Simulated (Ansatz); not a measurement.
A relaxation computed with Ansatz, from input to last step.

```yaml
crystal:
  lattice:
    - [5.1180159525, 0.0, 0.0]
    - [0.0, 5.2738529767, 0.0]
    - [0.0, 0.0, 3.4448184296]
  atoms:
    - { symbol: Li, position: [0.5, 0.5, 0.5] }
    - { symbol: Li, position: [0.0, 0.0, 0.0] }
    - { symbol: W, position: [0.225, 0.825, 0.5] }
    - { symbol: W, position: [0.725, 0.675, 0.0] }
    - { symbol: W, position: [0.775, 0.175, 0.5] }
    - { symbol: W, position: [0.275, 0.325, 0.0] }
basis:
  ecutwfc: 420
kpoints:
  mp_grid: { grid: [4, 4, 6] }
hamiltonian:
  xc: pbe
scf:
  occupations: { method: gaussian, width: 0.1 }
  lower_state_search: "off"
output:
  forces: true
  stress: true
  eigenvalues: true
relax:
  adjacent_minimum: "off"
  f_tol: 0.04
  max_steps: 70
  cell: { stress_tol: 0.4 }
```

```bash
ansatz run input.yaml --threads 1 --pin off --max-ram 2560MiB --backend cpu --events-out ev --progress --plain --runs-dir out
```

Level of theory: DFT PBE, scalar-relativistic, plane waves, PAW in Ansatz.

Of 20 frames 10 are shown, positions in Å and forces in eV/Å; the SCF threshold varies from step to step. Steps run on the plane waves of an earlier cell, with a Pulay correction in the pressure. The basis is chosen afresh for the last frame, the zero of the energies, and at times for earlier ones too; energy and pressure step there, also at an unchanged geometry. Here that happened at step 14 (-120 meV/atom, 8.2 GPa); the frames before carry an error of that size.

```xyz
6
Lattice="5.1180 0.0000 0.0000 0.0000 5.2739 0.0000 0.0000 0.0000 3.4448" Properties=species:S:1:pos:R:3:forces:R:3 pbc="T T T" step=1 free_energy_over_end_meV_per_atom=1360.77 pressure_GPa=-9.18
Li    2.5590    2.6369    1.7224    0.0000    0.0000    0.0000
Li    0.0000    0.0000    0.0000    0.0000    0.0000    0.0000
W     1.1516    4.3509    1.7224    0.4857   -0.0828    0.0000
W     3.7106    3.5599    0.0000    0.4857    0.0828    0.0000
W     3.9665    0.9229    1.7224   -0.4857    0.0828    0.0000
W     1.4075    1.7140    0.0000   -0.4857   -0.0828    0.0000
6
Lattice="5.1942 0.0000 0.0000 0.0000 4.7570 0.0000 0.0000 0.0000 3.3852" Properties=species:S:1:pos:R:3:forces:R:3 pbc="T T T" step=3 free_energy_over_end_meV_per_atom=1182.49 pressure_GPa=8.34
Li    2.5971    2.3785    1.6926    0.0000    0.0000    0.0000
Li    0.0000    0.0000    0.0000    0.0000    0.0000    0.0000
W     1.3278    4.0707    1.6926    0.1042    1.0907    0.0000
W     3.9249    3.0648    0.0000    0.1042   -1.0907    0.0000
W     3.8663    0.6863    1.6926   -0.1042   -1.0907    0.0000
W     1.2692    1.6922    0.0000   -0.1042    1.0907    0.0000
6
Lattice="5.6007 0.0000 0.0000 0.0000 4.6013 0.0000 0.0000 0.0000 3.3796" Properties=species:S:1:pos:R:3:forces:R:3 pbc="T T T" step=5 free_energy_over_end_meV_per_atom=945.13 pressure_GPa=4.57
Li    2.8003    2.3007    1.6898    0.0000    0.0000    0.0000
Li    0.0000    0.0000    0.0000    0.0000    0.0000    0.0000
W     1.5594    4.1844    1.6898    0.4151    0.7470    0.0000
W     4.3597    2.7176    0.0000    0.4151   -0.7470    0.0000
W     4.0413    0.4169    1.6898   -0.4151   -0.7470    0.0000
W     1.2410    1.8838    0.0000   -0.4151    0.7470    0.0000
6
Lattice="6.1010 0.0000 0.0000 0.0000 4.5790 0.0000 0.0000 0.0000 3.2530" Properties=species:S:1:pos:R:3:forces:R:3 pbc="T T T" step=7 free_energy_over_end_meV_per_atom=692.80 pressure_GPa=2.57
Li    3.0505    2.2895    1.6265    0.0000    0.0000    0.0000
Li    0.0000    0.0000    0.0000    0.0000    0.0000    0.0000
W     1.8449    4.3562    1.6265   -0.3430    0.5617    0.0000
W     4.8954    2.5122    0.0000   -0.3430   -0.5617    0.0000
W     4.2562    0.2227    1.6265    0.3430   -0.5617    0.0000
W     1.2056    2.0667    0.0000    0.3430    0.5617    0.0000
6
Lattice="6.6012 0.0000 0.0000 0.0000 4.5889 0.0000 0.0000 0.0000 2.9926" Properties=species:S:1:pos:R:3:forces:R:3 pbc="T T T" step=9 free_energy_over_end_meV_per_atom=472.36 pressure_GPa=1.53
Li    3.3006    2.2944    1.4963    0.0000    0.0000    0.0000
Li    0.0000    0.0000    0.0000    0.0000    0.0000    0.0000
W     2.0765    4.4770    1.4963   -0.1348    0.2915    0.0000
W     5.3771    2.4063    0.0000   -0.1348   -0.2915    0.0000
W     4.5247    0.1119    1.4963    0.1348   -0.2915    0.0000
W     1.2241    2.1826    0.0000    0.1348    0.2915    0.0000
6
Lattice="7.1291 0.0000 0.0000 0.0000 4.7902 0.0000 0.0000 0.0000 2.5960" Properties=species:S:1:pos:R:3:forces:R:3 pbc="T T T" step=12 free_energy_over_end_meV_per_atom=247.22 pressure_GPa=0.41
Li    3.5645    2.3951    1.2980    0.0000    0.0000    0.0000
Li    0.0000    0.0000    0.0000    0.0000    0.0000    0.0000
W     2.3122    4.7887    1.2980   -0.0902    0.0044    0.0000
W     5.8767    2.3967    0.0000   -0.0902   -0.0044    0.0000
W     4.8169    0.0016    1.2980    0.0902   -0.0044    0.0000
W     1.2524    2.3935    0.0000    0.0902    0.0044    0.0000
6
Lattice="7.1440 0.0000 0.0000 0.0000 4.7962 0.0000 0.0000 0.0000 2.5898" Properties=species:S:1:pos:R:3:forces:R:3 pbc="T T T" step=14 free_energy_over_end_meV_per_atom=126.95 pressure_GPa=8.22
Li    3.5720    2.3981    1.2949    0.0000    0.0000    0.0000
Li    0.0000    0.0000    0.0000    0.0000    0.0000    0.0000
W     2.3154    4.7961    1.2949   -0.0142    0.0002    0.0000
W     5.8874    2.3981    0.0000   -0.0142   -0.0002    0.0000
W     4.8287    0.0001    1.2949    0.0142   -0.0002    0.0000
W     1.2567    2.3980    0.0000    0.0142    0.0002    0.0000
6
Lattice="7.6493 0.0000 0.0000 0.0000 4.7206 0.0000 0.0000 0.0000 2.5187" Properties=species:S:1:pos:R:3:forces:R:3 pbc="T T T" step=16 free_energy_over_end_meV_per_atom=16.23 pressure_GPa=4.55
Li    3.8246    2.3603    1.2594    0.0000    0.0000    0.0000
Li    0.0000    0.0000    0.0000    0.0000    0.0000    0.0000
W     2.5031    4.7217    1.2594   -0.0091   -0.0048    0.0000
W     6.3278    2.3593    0.0000   -0.0091    0.0048    0.0000
W     5.1462   -0.0010    1.2594    0.0091    0.0048    0.0000
W     1.3215    2.3613    0.0000    0.0091   -0.0048    0.0000
6
Lattice="7.9451 0.0000 0.0000 0.0000 4.6408 0.0000 0.0000 0.0000 2.5275" Properties=species:S:1:pos:R:3:forces:R:3 pbc="T T T" step=18 free_energy_over_end_meV_per_atom=0.62 pressure_GPa=0.31
Li    3.9726    2.3204    1.2637    0.0000    0.0000    0.0000
Li    0.0000    0.0000    0.0000    0.0000    0.0000    0.0000
W     2.6072    4.6418    1.2637   -0.1184   -0.0049    0.0000
W     6.5797    2.3194    0.0000   -0.1184    0.0049    0.0000
W     5.3380   -0.0010    1.2637    0.1184    0.0049    0.0000
W     1.3654    2.3214    0.0000    0.1184   -0.0049    0.0000
6
Lattice="7.9278 0.0000 0.0000 0.0000 4.6440 0.0000 0.0000 0.0000 2.5323" Properties=species:S:1:pos:R:3:forces:R:3 pbc="T T T" step=20 free_energy_over_end_meV_per_atom=0.00 pressure_GPa=0.14
Li    3.9639    2.3220    1.2661    0.0000    0.0000    0.0000
Li    0.0000    0.0000    0.0000    0.0000    0.0000    0.0000
W     2.5945    4.6441    1.2661    0.0279   -0.0004    0.0000
W     6.5584    2.3219    0.0000    0.0279    0.0004    0.0000
W     5.3333   -0.0001    1.2661   -0.0279    0.0004    0.0000
W     1.3694    2.3221    0.0000   -0.0279   -0.0004    0.0000
```

The start puts this composition into another compound's structure type, which needn't suit it. At the end the space group is Immm (tolerance 0.05 Å).

The run took 3.4 min on 1 thread of Intel(R) Xeon(R) Platinum 8259CL CPU @ 2.50GHz (Skylake/Cascade Lake), on a shared host, peak memory 0.48 GiB.

The k mesh is coarse. Spin–orbit coupling is left out, which can shift energies with elements as heavy as these.